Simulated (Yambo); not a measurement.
Yambo run on BN (space group Fmm2, No. 42). The wavefunctions are norm-conserving PBEsol (Quantum ESPRESSO, 84 Ry, scalar-relativistic) ones on a 6×6×6 mesh (4 occupied bands); a = 3.978 Å, b = 2.504 Å, c = 3.563 Å, α = 79.86°, β = 38.29°, γ = 61.85°.

Yambo input:

```
rim_cut
gw0
dyson
el_el_corr
HF_and_locXC
ppa
em1d
RandQpts= 1000000
RandGvec= 1 Ry
EXXRLvcs= 84 Ry
VXCRLvcs= 336 Ry
Chimod= "HARTREE"
% BndsRnXp
 1 | 44 |
%
NGsBlkXp= 14 Ry
% LongDrXp
 1.0 | 1.0 | 1.0 |
%
PPAPntXp= 27.2114 eV
% GbndRnge
 1 | 44 |
%
GTermKind= "BG"
DysSolver= "n"
ExtendOut
% QPkrange
 10 | 10 | 4 | 5 |
 13 | 13 | 5 | 5 |
 45 | 45 | 4 | 4 |
%
```

k points by index: 10 = (0, 0.333, 0.333), 13 = (0, -0.5, -0.5), 45 = (-0.5, 0.333, -0.167).

Table of the .qp output:

```
#    K-point    Band    Eo [eV]    E [eV]    E-Eo [eV]    Vxc [eV]    Vnlxc [eV]    Sc|Eo [eV]    Sc|E [eV]    dSc/dw|Eo [eV]    Re(Z)    Im(Z)
#
    10    4    -0.329053    -1.298519    -0.969466    -16.14418    -19.51971    2.181170    2.406064    -6.311933    0.811714    -0.001038
    10    5    4.157191    4.970895    0.813704    -10.91460    -5.757988    -4.182258    -4.342909    -5.371832    0.835134    -0.957577E-3
    13    5    3.560789    4.266705    0.705916    -10.56193    -5.936975    -3.787235    -3.919039    -5.080200    0.842676    -0.910620E-3
    45    4    0.000000    -0.912728    -0.912728    -16.50165    -19.75846    2.131767    2.344082    -6.329281    0.811294    -0.001031
```
(The two width columns are left out.) Convergence of these settings isn't established.

Geometry relaxed with PBE+D3(BJ).

This is not the ordinary phase of the substance; no match was found in the copy of COD used, and its stability was not checked.
